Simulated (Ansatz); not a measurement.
Notes on CsPbCl₃

```
Pb Cl Cs
1.0
     5.43012    0.00000    0.00000
     0.00000    5.43012    0.00000
     0.00000    0.00000    5.43012
Pb Cl Cs
1 3 1
Direct
  0.00000 0.00000 0.00000
  0.50000 0.00000 0.00000
  0.00000 0.50000 0.00000
  0.00000 0.00000 0.50000
  0.50000 0.50000 0.50000
```

Method: PBE, spin-orbit coupling; PAW, plane waves to 420 eV, 6×6×6 Γ-centred mesh, fermi-dirac occupations (width 0.1 eV) (Ansatz 0.2.0), atoms fixed.

The state carries no moments; the state need not be the lowest.

Task: Is there a gap, and of what kind?

Result: The gap is 0.22 eV, direct at the points sampled.

Task: Is the cell too large or too small?

Result: The pressure is 5.0 GPa (compression positive), so with the atoms held at these fractions the cell would first expand.

Task: Which orbitals make up the band edges?

Result: Within 0.7 eV of the edges, the states project mainly on Cl p (54 %) and Pb s (33 %) below the gap and on Pb p (76 %) above it.

Task: Are the atoms at rest?

Result: The forces vanish by the symmetry of the sites.

Task: Is it stable against the elements?

Result: -1.44 eV an atom against the elements' usual phases (free molecules for gases, crystals otherwise, with no correction for O₂ or N₂), so it is bound against them; other compounds may still compete. Relaxing would lower it.

Task: How is the charge shared?

Result: Bader charges in e: Cs +0.88, Pb +1.19, Cl -0.69. In the mean Pb gives up most and Cl takes most.

Origin: a known structure type with other elements, at an estimated volume, so it need not be a known compound. Caveats: the gap is not wide against the smearing.

Run time, from a saved density: 50 s on 2 threads of Intel(R) Xeon(R) 6975P-C (Granite Rapids) (shared host), peak memory 1.2 GiB. The time holds forces, stress, Bader, DOS, bands, ELF.
